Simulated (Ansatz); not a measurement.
The start is a relaxed CaO cell with every coordinate shifted by Gaussian noise of σ = 0.45 Å. Cell shape, volume and atoms are optimised at zero target pressure with PBE (plane waves to 420 eV, PAW, scalar-relativistic; Ansatz, an electronic-structure program). The first steps use a coarse 8×8×8 k-mesh.

The start:
```
CaO
1.0
    0.00000     2.41535     2.41535
    2.41535     0.00000     2.41535
    2.41535     2.41535     0.00000
O Ca
1 1
Direct
  0.88344   0.29330   0.04171
  0.36867   0.63513   0.54533
```

What pressure does the first self-consistent step give?

+13.2 GPa (positive: the cell is compressed).

How much energy is released per atom?

0.29 eV/atom.

Does it find its way back to the structure it was made from?

It relaxes back to the parent, Fm-3m (No. 225).

Is the relaxed structure metallic? Give its gap.

3.66 eV, indirect (valence top at Γ, conduction bottom at X) (no spin-orbit coupling).

It ends as:

```cif
data_Ca4O4
_chemical_formula_sum 'O4 Ca4'
_space_group_name_H-M_alt 'Fm-3m'
_space_group_IT_number 225
_space_group_name_Hall '-F 4 2 3'
_cell_length_a 4.83071
_cell_length_b 4.83071
_cell_length_c 4.83071
_cell_angle_alpha 90.000
_cell_angle_beta 90.000
_cell_angle_gamma 90.000
loop_
_atom_site_label
_atom_site_type_symbol
_atom_site_symmetry_multiplicity
_atom_site_Wyckoff_symbol
_atom_site_fract_x
_atom_site_fract_y
_atom_site_fract_z
_atom_site_occupancy
O1 O 4 a 0.00000 0.00000 0.00000 1
Ca1 Ca 4 b 0.50000 0.50000 0.50000 1
```
(The calculation used a cell of 2 atoms; values per cell refer to that cell.)

Final values are on a 12×12×12 k-mesh of the relaxed cell. No spin polarisation in the result.
